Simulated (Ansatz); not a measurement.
# LuPd (Pm-3m) as a metal

```yaml
crystal:
  lattice:
    - [3.39004, 0.00000, 0.00000]
    - [0.00000, 3.39004, 0.00000]
    - [0.00000, 0.00000, 3.39004]
  atoms:
    - { symbol: Lu, position: [0.00000, 0.00000, 0.00000] }
    - { symbol: Pd, position: [0.50000, 0.50000, 0.50000] }
```

Conventional cell: a = 3.390 Å, b = 3.390 Å, c = 3.390 Å, α = 90.00°, β = 90.00°, γ = 90.00°. Lu (atom 1) has 8 Pd at 2.94 Å as nearest neighbours. Around Pd (atom 2) lie 8 Lu at 2.94 Å.

Unless marked otherwise, the numbers come from PBEsol, all-electron LAPW in Ansatz 0.2.0, with spin-orbit coupling. k mesh 12×12×12, fine mesh 12×12×12, Fermi-Dirac smearing of 0.100 eV, basis error target 1 meV/atom. The cell was relaxed by PAW under this functional.

Levels and slopes are solved on a 12×12×12 mesh, and each state is taken as quadratic over its cell.

Task: What is the density of states at the Fermi level, and which bare Sommerfeld coefficient follows?

Result: N(E_F) = 0.54 states/eV/atom (both spins), so γ = (π²/3) k_B² N(E_F) = 1.27 mJ/(mol-atom K²) without electron-phonon or spin-fluctuation enhancement.

Task: What Drude plasma energy and σ/τ do the band velocities give?

Result: (ħω_p,α)² = (e²/ε₀VN_k) Σ_nkσ (∂E/∂k_α)² δ(E − E_F) gives ħω_p = (7.09, 7.09, 7.09) eV along x, y, z, and σ/τ = ε₀ω_p² = 10.3×10²⁰ Ω⁻¹m⁻¹s⁻¹ along x. Weighted by the density of states, the mean Fermi speed is 0.81×10⁶ m/s; the surface has an area of 18.3 Å⁻² for each spin direction.

Task: Which bands cross the Fermi level, and what do they carry?

Result: 

| band | filled part | N (states/eV/cell) | speed (10⁶ m/s) | 5th to 95th percentile | area (Å⁻²) | filling |
| --- | --- | --- | --- | --- | --- | --- |
| 1 | 0.44 | 0.433 | 0.857 | 0.49 to 1.09 | 15.6 | partly filled |
| 2 | 0.44 | 0.433 | 0.857 | 0.49 to 1.09 | 15.6 | partly filled |
| 3 | 0.06 | 0.106 | 0.62 | 0.53 to 0.74 | 2.76 | nearly empty |
| 4 | 0.06 | 0.106 | 0.62 | 0.53 to 0.74 | 2.76 | nearly empty |

Task: Map the plane k₃ = 1/2 of the mesh: how many bands lie under the Fermi level at each point, counted from the least on the plane?

Result: k₁ runs to the right and k₂ upwards, each from −½ to ½ with 0 in the middle (the axes needn't be at right angles):
```
444220002244
442222222224
422222222222
022222222222
002222222220
002222222220
002222222220
022222222222
422222222222
442222222224
444220002244
444400000444
```

Task: Tabulate the nesting function ξ(q) = Σ δ(ε_k) δ(ε_k+q) on the lines that the mesh holds, over its zone mean.

Result: The deltas are Gaussians of 0.1 to 0.2 eV, set by mesh and band speed, and are averaged over mesh cells, which smears them further. ξ grows towards q = 0 in any metal, and zigzags from point to point can be the mesh's; no second mesh was run.

| Property | Result |
| --- | --- |
| Fine mesh | 12, 12, 12 |

```csv
line,part,nesting
Gamma-X,0.167,1.708
Gamma-X,0.333,1.616
Gamma-X,0.5,1.298
Gamma-X,0.667,1.321
Gamma-X,0.833,1.4
Gamma-X,1,1.501
X-M,0,1.501
X-M,0.167,1.188
X-M,0.333,1.251
X-M,0.5,1.08
X-M,0.667,0.9664
X-M,0.833,1.065
X-M,1,1.102
M-Gamma,0,1.102
M-Gamma,0.167,1.059
M-Gamma,0.333,1.07
M-Gamma,0.5,1.171
M-Gamma,0.667,1.365
M-Gamma,0.833,1.4
Gamma-R,0.167,1.299
Gamma-R,0.333,1.205
Gamma-R,0.5,1.117
Gamma-R,0.667,0.7623
Gamma-R,0.833,0.7066
Gamma-R,1,0.6818
R-X,0,0.6818
R-X,0.167,0.6999
R-X,0.333,0.6977
R-X,0.5,0.8409
R-X,0.667,1.012
R-X,0.833,0.9638
R-X,1,1.501
R-M,0,0.6818
R-M,0.167,0.6935
R-M,0.333,0.6984
R-M,0.5,0.6978
R-M,0.667,0.8099
R-M,0.833,0.7998
R-M,1,1.102
```

Task: What does PAW give for the same cell?

Result: N(E_F) = 0.54 states/eV/atom and ħω_p,x = 7.08 eV.

Task: And without spin-orbit coupling?

Result: N(E_F) = 0.542 states/eV/atom and ħω_p,x = 7.20 eV, on a 16×16×16 mesh.

Keep in mind: these sums move with the mesh, by several per cent and more for small sheets; the frozen-core PAW files of the compared runs were fitted under PBE, their cores solved anew for this functional.
